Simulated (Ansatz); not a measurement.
Input:

FeS2:
```cif
data_Fe4S8
_chemical_formula_sum 'Fe4 S8'
_space_group_name_H-M_alt 'Pa-3'
_space_group_IT_number 205
_space_group_name_Hall '-P 2ac 2ab 3'
_cell_length_a 5.28445
_cell_length_b 5.28445
_cell_length_c 5.28445
_cell_angle_alpha 90.000
_cell_angle_beta 90.000
_cell_angle_gamma 90.000
loop_
_atom_site_label
_atom_site_type_symbol
_atom_site_symmetry_multiplicity
_atom_site_Wyckoff_symbol
_atom_site_fract_x
_atom_site_fract_y
_atom_site_fract_z
_atom_site_occupancy
Fe1 Fe 4 a 0.00000 0.00000 0.00000 1
S1 S 8 c 0.38129 0.38129 0.38129 1
```

This is the LDA-relaxed structure.

Problem. All from plane-wave PAW LDA (Ansatz code), unless another level is named. Estimate the band gap.

Solution. 0.19 eV (indirect).

Problem. Next, the hole effective mass?

Solution. 1.0, 1.5, 3.6 mₑ (principal values).

Problem. Predict the weight of the valence-edge state by species (Voronoi cells).

Solution. Fe 84 %, S 16 %.

Problem. What about the valence-band maximum?

Solution. on the Γ–X line, 86 % of the way from Γ.

Problem. Give the weight of the conduction-edge state by species (Voronoi cells).

Solution. S 93 %, Fe 7 %.

The LDA relaxation kept the symmetry of its start; phonons on a q-mesh show no instability. No spin polarisation was allowed.

Potentials: the later of the program's two PAW sets.
